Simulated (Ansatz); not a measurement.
NaI:
```cif
data_INa
_chemical_formula_sum 'Na1 I1'
_space_group_name_H-M_alt 'P 1'
_space_group_IT_number 1
_cell_length_a 4.56849
_cell_length_b 4.56849
_cell_length_c 4.56849
_cell_angle_alpha 60.000
_cell_angle_beta 60.000
_cell_angle_gamma 60.000
loop_
_space_group_symop_operation_xyz
  'x, y, z'
loop_
_atom_site_label
_atom_site_type_symbol
_atom_site_fract_x
_atom_site_fract_y
_atom_site_fract_z
_atom_site_occupancy
Na1 Na 0.00000 0.00000 0.00000 1
I1 I 0.50000 0.50000 0.50000 1
```

Relaxed with r²SCAN.

Task: Which orbitals make up the states near the band edges in r²SCAN in the plane-wave PAW code Ansatz?

Result: Top 1 eV of the valence band: I 5p 99 %. Bottom 1 eV of the conduction band: Na 3s 75 %, I 5s 15 %, I 5p 6 %. Projections are on Löwdin-orthogonalised atomic valence shells; empty p or d shells of many metals are not among them.

Task: Tabulate the density of states.

Result: States/eV per cell of 2 atoms, in 0.25 eV bins, energy from the valence-band maximum.

| E (eV) | total | I 5p | Na 3s | I 5s |
|---|---|---|---|---|
| -7.85 | 0.00 | 0.00 | 0.00 | 0.00 |
| -7.60 | 0.00 | 0.00 | 0.00 | 0.00 |
| -7.35 | 0.00 | 0.00 | 0.00 | 0.00 |
| -7.10 | 0.00 | 0.00 | 0.00 | 0.00 |
| -6.85 | 0.00 | 0.00 | 0.00 | 0.00 |
| -6.60 | 0.00 | 0.00 | 0.00 | 0.00 |
| -6.35 | 0.00 | 0.00 | 0.00 | 0.00 |
| -6.10 | 0.00 | 0.00 | 0.00 | 0.00 |
| -5.85 | 0.00 | 0.00 | 0.00 | 0.00 |
| -5.60 | 0.00 | 0.00 | 0.00 | 0.00 |
| -5.35 | 0.00 | 0.00 | 0.00 | 0.00 |
| -5.10 | 0.00 | 0.00 | 0.00 | 0.00 |
| -4.85 | 0.00 | 0.00 | 0.00 | 0.00 |
| -4.60 | 0.00 | 0.00 | 0.00 | 0.00 |
| -4.35 | 0.00 | 0.00 | 0.00 | 0.00 |
| -4.10 | 0.00 | 0.00 | 0.00 | 0.00 |
| -3.85 | 0.00 | 0.00 | 0.00 | 0.00 |
| -3.60 | 0.00 | 0.00 | 0.00 | 0.00 |
| -3.35 | 0.00 | 0.00 | 0.00 | 0.00 |
| -3.10 | 0.00 | 0.00 | 0.00 | 0.00 |
| -2.85 | 0.00 | 0.00 | 0.00 | 0.00 |
| -2.60 | 0.00 | 0.00 | 0.00 | 0.00 |
| -2.35 | 0.00 | 0.00 | 0.00 | 0.00 |
| -2.10 | 0.66 | 0.54 | 0.11 | 0.00 |
| -1.85 | 3.57 | 3.17 | 0.37 | 0.02 |
| -1.60 | 2.41 | 2.13 | 0.24 | 0.02 |
| -1.35 | 1.40 | 1.29 | 0.09 | 0.01 |
| -1.10 | 2.08 | 2.00 | 0.05 | 0.01 |
| -0.85 | 3.05 | 2.97 | 0.05 | 0.01 |
| -0.60 | 4.71 | 4.64 | 0.03 | 0.00 |
| -0.35 | 4.67 | 4.63 | 0.01 | 0.00 |
| -0.10 | 1.46 | 1.45 | 0.00 | 0.00 |
| 0.15 | 0.00 | 0.00 | 0.00 | 0.00 |
| 0.40 | 0.00 | 0.00 | 0.00 | 0.00 |
| 0.65 | 0.00 | 0.00 | 0.00 | 0.00 |
| 0.90 | 0.00 | 0.00 | 0.00 | 0.00 |
| 1.15 | 0.00 | 0.00 | 0.00 | 0.00 |
| 1.40 | 0.00 | 0.00 | 0.00 | 0.00 |
| 1.65 | 0.00 | 0.00 | 0.00 | 0.00 |
| 1.90 | 0.00 | 0.00 | 0.00 | 0.00 |
| 2.15 | 0.00 | 0.00 | 0.00 | 0.00 |
| 2.40 | 0.00 | 0.00 | 0.00 | 0.00 |
| 2.65 | 0.00 | 0.00 | 0.00 | 0.00 |
| 2.90 | 0.00 | 0.00 | 0.00 | 0.00 |
| 3.15 | 0.00 | 0.00 | 0.00 | 0.00 |
| 3.40 | 0.00 | 0.00 | 0.00 | 0.00 |
| 3.65 | 0.00 | 0.00 | 0.00 | 0.00 |
| 3.90 | 0.00 | 0.00 | 0.00 | 0.00 |
| 4.15 | 0.00 | 0.00 | 0.00 | 0.00 |
| 4.40 | 0.00 | 0.00 | 0.00 | 0.00 |
| 4.65 | 0.02 | 0.00 | 0.02 | 0.01 |
| 4.90 | 0.06 | 0.00 | 0.04 | 0.01 |
| 5.15 | 0.10 | 0.01 | 0.07 | 0.02 |
| 5.40 | 0.31 | 0.02 | 0.24 | 0.03 |
| 5.65 | 0.60 | 0.04 | 0.43 | 0.04 |
| 5.90 | 1.36 | 0.09 | 0.70 | 0.06 |
| 6.15 | 2.01 | 0.13 | 0.91 | 0.07 |
| 6.40 | 2.35 | 0.11 | 0.81 | 0.04 |
| 6.65 | 1.73 | 0.07 | 0.47 | 0.02 |
| 6.90 | 0.79 | 0.02 | 0.08 | 0.00 |
| 7.15 | 1.01 | 0.02 | 0.12 | 0.00 |
| 7.40 | 2.69 | 0.09 | 0.46 | 0.01 |
| 7.65 | 1.80 | 0.06 | 0.30 | 0.01 |
| 7.90 | 1.40 | 0.02 | 0.07 | 0.01 |
| 8.15 | 1.84 | 0.04 | 0.16 | 0.01 |
| 8.40 | 2.55 | 0.06 | 0.25 | 0.01 |
| 8.65 | 2.29 | 0.03 | 0.15 | 0.00 |
| 8.90 | 1.84 | 0.03 | 0.13 | 0.00 |
| 9.15 | 2.35 | 0.07 | 0.29 | 0.01 |

Space group Fm-3m (rock salt). The cell was relaxed with r²SCAN under the symmetry of its start; phonons on a q-mesh show no instability. Scalar-relativistic: spin–orbit coupling is off unless named, which matters more the heavier the elements.

Potentials: the later of the program's two PAW sets.
